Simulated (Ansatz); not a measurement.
## MgZn₃O₄, first-principles data

MgZn3O4:
```
CELL_PARAMETERS angstrom
      5.95199     3.43446     0.00000
     -5.95199     3.43446     0.00000
     -0.00237     0.00000     8.79002
ATOMIC_POSITIONS crystal
  Zn 0.16910 0.33433 0.62493
  Zn 0.83161 0.16549 0.87498
  O  0.16476 0.33226 0.87497
  O  0.83291 0.16660 0.13299
  Zn 0.16517 0.33380 0.12507
  Mg 0.83410 0.16784 0.37512
  O  0.16745 0.33396 0.37508
  O  0.83236 0.16473 0.61726
  Zn 0.66563 0.33431 0.62505
  Zn 0.33380 0.16517 0.87493
  O  0.66719 0.33136 0.87496
  O  0.33226 0.16476 0.12503
  Zn 0.66832 0.33382 0.12493
  Zn 0.33433 0.16910 0.37507
  O  0.66768 0.33598 0.37513
  O  0.33396 0.16745 0.62492
  Zn 0.66610 0.83156 0.62509
  Zn 0.33382 0.66832 0.87507
  O  0.66736 0.83472 0.88306
  O  0.33136 0.66719 0.12504
  Mg 0.66578 0.83315 0.12497
  Zn 0.33431 0.66563 0.37495
  O  0.66786 0.83268 0.36697
  O  0.33598 0.66768 0.62487
  Mg 0.16784 0.83410 0.62488
  Mg 0.83315 0.66578 0.87503
  O  0.16660 0.83291 0.86701
  O  0.83472 0.66736 0.11694
  Zn 0.16549 0.83161 0.12502
  Zn 0.83156 0.66610 0.37491
  O  0.16473 0.83236 0.38274
  O  0.83268 0.66786 0.63303
```

Space group C2 (No. 5); conventional cell a = 11.904 Å, b = 6.869 Å, c = 8.790 Å, α = 90.00°, β = 90.02°, γ = 90.00°.

Method: plane-wave PAW r²SCAN (Ansatz code). The cell and atoms are relaxed at this level. Other levels are named where they apply.

**Cell and energy**

```json
{
 "volume_per_atom": "11.23 Å³",
 "density": "5.26 g/cm³",
 "Formation energy from the elements (no fitted shifts)": "-1.89 eV/atom"
}
```

**Electronic structure**

```json
{
 "band_gap": "1.87 eV (indirect)",
 "valence_band_maximum": "at V2 (k = 0.000, 0.500, 0.000 in fractions of the reciprocal vectors)",
 "conduction_band_minimum": "at Γ",
 "smallest_direct_gap_on_the_standard_path": "2.06 eV",
 "electron_effective_mass": "0.25, 0.25, 0.28 mₑ (principal values)",
 "hole_effective_mass": "2.5, 3.2, 12 mₑ (principal values)"
}
```

**Charges**

```json
{
  "bader_charges": "Zn +1.29 to +1.30, O -1.47 to -1.31, Mg +1.74 to +1.75 e"
}
```

The start of the workflow was typed in or built on a structure type; neither database checked (COD, Materials Project) lists it. Its standing as an ambient phase is unchecked. Symmetry was held in the r²SCAN relaxation; its stability against distortions is not shown here. The references are the lowest solids computed at this level, not always the standard phases (solids in place of the gases).

Potentials: the later of the program's two PAW sets.
